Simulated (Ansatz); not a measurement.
BaGe₃Pt:
```yaml
crystal:
  lattice:
    - [-2.29693, 2.29693, 5.13242]
    - [2.29693, -2.29693, 5.13242]
    - [2.29693, 2.29693, -5.13242]
  atoms:
    - { symbol: Ba, position: [0.00031, 0.00031, 0.00000] }
    - { symbol: Ge, position: [0.24633, 0.74633, 0.50000] }
    - { symbol: Ge, position: [0.74633, 0.24633, 0.50000] }
    - { symbol: Ge, position: [0.60049, 0.60049, 0.00000] }
    - { symbol: Pt, position: [0.35127, 0.35127, 0.00000] }
```

Relaxed with r²SCAN. Special points in fractions of this cell's reciprocal vectors: Γ (0.000, 0.000, 0.000); X (0.000, 0.000, 0.500); P (0.250, 0.250, 0.250); N (0.000, 0.500, 0.000); M (0.500, 0.500, -0.500); S (0.300, 0.700, -0.300); S0 (-0.300, 0.300, 0.300); R (-0.100, 0.100, 0.500); G (0.500, 0.500, -0.100).

Task: List the band energies nearest the Fermi level at these points for r²SCAN (plane waves, PAW; program Ansatz).

Result: In eV from the Fermi level; about four levels below and three above (degenerate sets whole), none deeper than 8.9 eV; points with the same levels are listed once.

```tsv
k	below	above
Γ	-3.13 -3.05 -1.92 -1.92	0.43 0.43 1.12
X	-3.06 -2.40 -2.05 -2.03	2.63 3.67 4.20
P	-3.21 -3.21 -2.20 -2.20 -1.87	1.86 3.71 3.71
N	-3.02 -2.01 -0.94 -0.27	0.10 1.61 2.03
M	-2.59 -2.59 -2.57 -0.20	1.83 1.83 2.12
S	-2.33 -2.18 -1.35 -0.10	0.60 1.45 3.08
R	-2.98 -2.50 -2.10 -1.41	2.43 2.90 3.73
```

Space group I4mm. The first step of the workflow began from a Materials Project structure, measured or hypothetical; the Crystallography Open Database files this formula in space group No. 107, but the cells were not matched. Its standing as an ambient phase is unchecked. The cell was relaxed with r²SCAN under the symmetry of its start; whether a distortion lowers the energy is not shown. No spin polarisation was allowed. Scalar-relativistic: spin–orbit coupling is off unless named, which matters more the heavier the elements.

Potentials: the later of the program's two PAW sets.
